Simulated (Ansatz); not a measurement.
**NbRh: clamped-ion strain scan**

Theory: DFT PBEsol, scalar-relativistic, plane waves, PAW in Ansatz. Settings: plane waves to 420 eV, k-mesh 16×16×12 (Γ-centred), Gaussian smearing 0.15 eV. No spin polarisation. Energies are free energies at this smearing, counted from the undisturbed cell; pressure is positive in compression.

Reference structure (as given, not relaxed at this level; it stands at -0.7 GPa, and it needn't be the usual structure):

```
Nb Rh
1.0
     2.84200    0.00000    0.00000
     0.00000    2.84200    0.00000
     0.00000    0.00000    3.80900
Nb Rh
1 1
Direct
  0.00000 0.00000 0.00000
  0.50000 0.50000 0.50000
```

The cell is strained by ε times the Voigt pattern (1, -1, 0, 0, 0, 0) (xx, yy, zz, yz, xz, xy; engineering shear) with fractional coordinates fixed. The cell is metallic on the mesh throughout.

| ε | ΔE (meV/atom) | stress summed along the pattern (GPa, tension positive) | pressure (GPa) |
| --- | --- | --- | --- |
| -0.1000 | 249.4 | -52.08 | 8.5 |
| -0.0500 | ? | -25.28 | ? |
| 0.0000 | 0.0 | 0.00 | -0.7 |
| 0.0125 | 3.4 | 5.84 | -0.6 |
| 0.0250 | ? | 12.19 | ? |
| 0.0375 | 32.8 | 18.78 | 0.5 |
| 0.0625 | 94.1 | 31.66 | 2.8 |
| 0.0750 | 136.9 | 38.09 | 4.4 |
| 0.0875 | 188.4 | 44.92 | 6.3 |

By symmetry 0.1000 repeats -0.1000, -0.0750 repeats 0.0750, 0.0500 repeats -0.0500, -0.0250 repeats 0.0250 in energy, with the opposite slope along the path.

Question: Give the withheld values.

Answer: ΔE (meV/atom) at ε = -0.0500: 59.4; pressure (GPa) at ε = -0.0500: 1.5; ΔE (meV/atom) at ε = 0.0250: 14.2; pressure (GPa) at ε = 0.0250: -0.2.